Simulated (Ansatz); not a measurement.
Is this Na4AgS3 structure a true minimum?

The structure comes from a generated guess, relaxed at this level; another structure or a mixture of phases may lie lower.

These are results of DFT PBE, scalar-relativistic, plane waves, PAW in Ansatz, not measurements. Cutoff 420 eV; k points 4×6×6 on the computed 8-atom cell (Γ-centred); Gaussian smearing, width 0.10 eV; no spin polarisation.

The cell below (8 atoms, space group P4/mmm (No. 123)) is relaxed within its symmetry.

```cif
data_structure
_symmetry_space_group_name_H-M 'P 1'
_symmetry_Int_Tables_number 1
_cell_length_a 9.9715
_cell_length_b 4.9924
_cell_length_c 4.9924
_cell_angle_alpha 89.998
_cell_angle_beta 90.000
_cell_angle_gamma 90.000
_cell_volume 248.53
loop_
_atom_site_label
_atom_site_type_symbol
_atom_site_fract_x
_atom_site_fract_y
_atom_site_fract_z
_atom_site_occupancy
Na1 Na 0.16212 0.86538 0.36547 1
Na2 Na 0.83788 0.36547 0.86538 1
Na3 Na 0.16212 0.36547 0.86538 1
Na4 Na 0.83788 0.86538 0.36547 1
Ag1 Ag 0.50000 0.86553 0.86553 1
S1 S 0.73084 0.86548 0.86548 1
S2 S 0.26916 0.86548 0.86548 1
S3 S 0.00000 0.36540 0.36540 1
```

For the test it was strained at random (σ = 1.5 % a component), the atoms were moved at random (σ = 0.05 Å), and all was relaxed again on a coarse 4×4×2 mesh (in the run’s order of axes) with 0.20 eV smearing, with no symmetry imposed.

An odd number of electrons in the primitive cell allows no gap without spin; a larger cell or a magnetic state could open one. The cell is a metal run without spin; a magnetic state may lie lower.

**Question.** Is the structure stable against such a distortion?

**Answer.** It returns, within 1 meV/atom of the unmoved cell on that mesh and with the same symmetry when read at 0.1 Å (P2/m at 0.01 Å, so small strains and shifts remain). No instability shows in this cell; modes of other wave vectors, which need another repeat, aren't tested.
